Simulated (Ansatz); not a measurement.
Consider the following.

CO$_{2}$:
```cif
data_C4O8
_chemical_formula_sum 'C4 O8'
_space_group_name_H-M_alt 'Pa-3'
_space_group_IT_number 205
_space_group_name_Hall '-P 2ac 2ab 3'
_cell_length_a 5.57819
_cell_length_b 5.57819
_cell_length_c 5.57819
_cell_angle_alpha 90.000
_cell_angle_beta 90.000
_cell_angle_gamma 90.000
loop_
_atom_site_label
_atom_site_type_symbol
_atom_site_symmetry_multiplicity
_atom_site_Wyckoff_symbol
_atom_site_fract_x
_atom_site_fract_y
_atom_site_fract_z
_atom_site_occupancy
C1 C 4 a 0.00000 0.00000 0.00000 1
O1 O 8 c 0.12008 0.12008 0.12008 1
```

This is the r²SCAN-relaxed structure.

Task: All from DFT-r²SCAN in the program Ansatz with PAW potentials, unless another level is named. Predict the formation energy from the elements (no fitted shifts).

Result: -1.34 eV/atom.

Task: Predict the band gap.

Result: 7.52 eV (direct).

Task: What about the valence-band maximum?

Result: at Γ.

The r²SCAN relaxation kept the symmetry of its start. The substance is a gas or liquid at ambient conditions; this is its low-temperature solid. A crystal of weakly bound molecules computed without a dispersion correction: the cell and the soft elastic constants depend strongly on that. The references are the lowest solids computed at this level, not always the standard phases (solids in place of the gases).

Potentials: the later of the program's two PAW sets.
